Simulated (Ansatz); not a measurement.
## ScCo (Pm-3m): the volume from the results

The reference geometry is a structure as deposited in COD; nothing is relaxed.

Settings: r²SCAN, 9×9×9 k mesh, Fermi–Dirac smearing of 0.05 eV. PAW means Ansatz 0.2.0 on its default frozen-core files. Site moments are integrated in spheres about the atoms.

The run was typed so:

```yaml
crystal:
  lattice:
    - [3.145, 0.0, 0.0]
    - [0.0, 3.145, 0.0]
    - [0.0, 0.0, 3.145]
  atoms:
    - { symbol: Sc, position: [0.5, 0.5, 0.5] }
    - { symbol: Co, position: [0.0, 0.0, 0.0], spin: 2.0 }
magnetization:
  spin_polarized: true
kpoints:
  mp_grid: { grid: [9, 9, 9] }
scf:
  occupations: { method: fermi_dirac, width: 0.05 }
hamiltonian:
  xc: r2scan
  pseudopotentials: { kind: paw }
output:
  forces: true
  stress: true
  eigenvalues: true
  populations: true
```

Command: `ansatz run input.yaml --threads 1 --pin off --max-ram 3072MiB --backend cpu --events-out ev --progress --plain --runs-dir out`

The cell is scaled evenly, and every run starts from the same moments. Some of the runs:

| V/V₀ | cell moment (μB) | largest site moment (μB) | F − F(V₀) (meV/atom) | pressure (GPa) |
| --- | --- | --- | --- | --- |
| 0.82 | 0.19 | 0.64 | 201 | 28.7 |
| 1.06 | 0.23 | 1.24 | 19 | -5.6 |
| 1.2 | 0.36 | 1.53 | 139 | -11.5 |

**Question.** Another run of the series gave cell moment (μB) = 0.20, largest site moment (μB) = 0.96, F − F(V₀) (meV/atom) = 15, pressure (GPa) = 6.1. At which V/V₀ was it made?
A. 1.12
B. 0.94
C. 0.88
D. 0.7
E. 0.76

**Answer.** B. V/V₀ = 0.94.

**Question.** Another run of the series gave cell moment (μB) = 0.10, largest site moment (μB) = 0.33, F − F(V₀) (meV/atom) = 420, pressure (GPa) = 47.3. At which V/V₀ was it made?
A. 0.88
B. 0.7
C. 0.76
D. 1.12
E. 0.94

**Answer.** C. V/V₀ = 0.76.

The whole series:

| V/V₀ | cell moment (μB) | largest site moment (μB) | F − F(V₀) (meV/atom) | pressure (GPa) |
| --- | --- | --- | --- | --- |
| 0.7 | 0.00 | 0.00 | 770 | 74.3 |
| 0.76 | 0.10 | 0.33 | 420 | 47.3 |
| 0.82 | 0.19 | 0.64 | 201 | 28.7 |
| 0.88 | 0.20 | 0.79 | 75 | 15.3 |
| 0.94 | 0.20 | 0.96 | 15 | 6.1 |
| 1 | 0.21 | 1.11 | 0 | -0.6 |
| 1.06 | 0.23 | 1.24 | 19 | -5.6 |
| 1.12 | 0.32 | 1.39 | 61 | -8.5 |
| 1.2 | 0.36 | 1.53 | 139 | -11.5 |

The PAW files were made with PBE; the program remakes their cores once for the run's functional and then keeps them frozen. Under strong compression frozen cores are worth checking against an all-electron run. In at least one run the program's final test of stability wasn't made or came to no verdict. r²SCAN is known to give itinerant transition metals moments and polarisation energies that are too large. None of this fixes the real material's magnetic order: only patterns that fit the cell were computed, at zero temperature, with a functional that can overstate moments.
